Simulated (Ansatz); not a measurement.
Trial structure of HfSnTeS₃, not yet relaxed:

```
Hf Sn Te S
1.0
     5.93698    0.00000    0.00000
     0.00000    4.83988    0.00000
    -2.90225    0.00000    5.32801
Hf Sn Te S
1 1 1 3
Direct
  0.00000 0.00000 0.00000
  0.00000 0.50000 0.50000
  0.50000 0.50000 0.00000
  0.32627 0.00000 0.65177
  0.67373 0.00000 0.34823
  0.50000 0.50000 0.50000
```

Method: DFT PBE, scalar-relativistic, plane waves, PAW in Ansatz. Cutoff 420 eV; k points 4×4×4 on the computed 6-atom cell (Γ-centred); Gaussian smearing, width 0.10 eV; no spin polarisation.

The zero of energy is the elements' standard structures at the same level; no fitted shifts are applied. The references include grey tin.

Question: How far from equilibrium is it?

Answer: The pressure is -5.6 GPa (the mean over three directions, positive in compression), the largest force is 0.47 eV/Å, and the energy is +0.74 eV/atom against the elements. The shortest distance is 2.95 Å.

Question: How much does it gain on relaxing, and where does it end?

Answer: Relaxing gains about 1.0 eV/atom (the start's value is from the coarse mesh, so the gain is rough) in 35 ionic steps and ends at −0.29 eV/atom on the finer mesh. The symmetry goes from P2/m (No. 10) to Pmmm (No. 47). The volume per atom grows by 1.6 %, from 25.5 to 25.9 Å³. The shortest distance goes from 2.95 Å (S–S) to 2.37 Å (Sn–S). Conventional cell: a = 3.881 Å, b = 4.744 Å, c = 8.448 Å. Hf has 2 S at 2.42 Å and 4 Te at 3.06 Å; around Sn lie 2 S at 2.37 Å and 4 S at 2.65 Å; Te is surrounded by 4 Hf at 3.06 Å; S on a site of symmetry mm2 is surrounded by 1 Hf at 2.42 Å and 2 Sn at 2.65 Å; 1 more site not described.

The last run used a 10×8×6 mesh (in the run's order of axes) for its 6-atom cell and Gaussian smearing of 0.10 eV. Spin–orbit coupling, which can matter for Hf and Te, is left out. The reference forms of S and Te are held partly by dispersion forces, which this level lacks. The relaxation can't lower the symmetry of the start. A structure relaxed within its symmetry needn't be a true minimum.
